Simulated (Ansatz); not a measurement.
MgS (rock salt, Fm-3m) under volume change, plane-wave PAW PBE (Ansatz code), scaled uniformly.

| V (Å³/atom) | E − E(relaxed) (meV/atom) | P (GPa) |
|---|---|---|
| 16.270 | 39.2 | 8.46 |
| 16.806 | 16.5 | 5.19 |
| 17.343 | 3.9 | 2.40 |
| 17.879 | 0.0 | 0.00 |
| 18.415 | ? | ? |
| 18.952 | 13.4 | -3.82 |
| 19.488 | ? | ? |

Task: Some entries are withheld; supply them.

Result: 
- 18.415, E − E(relaxed) (meV/atom): 3.5
- 18.415, P (GPa): -2.06
- 19.488, E − E(relaxed) (meV/atom): 28.9
- 19.488, P (GPa): -5.34

Task: What does a third-order Birch–Murnaghan fit give for V₀, B₀ and B′?

Result: V₀ = 17.88 Å³/atom, B₀ = 73.9 GPa, B′ = 4.1.

The cell was relaxed with PBE under the symmetry of its start.

Potentials: the later of the program's two PAW sets.
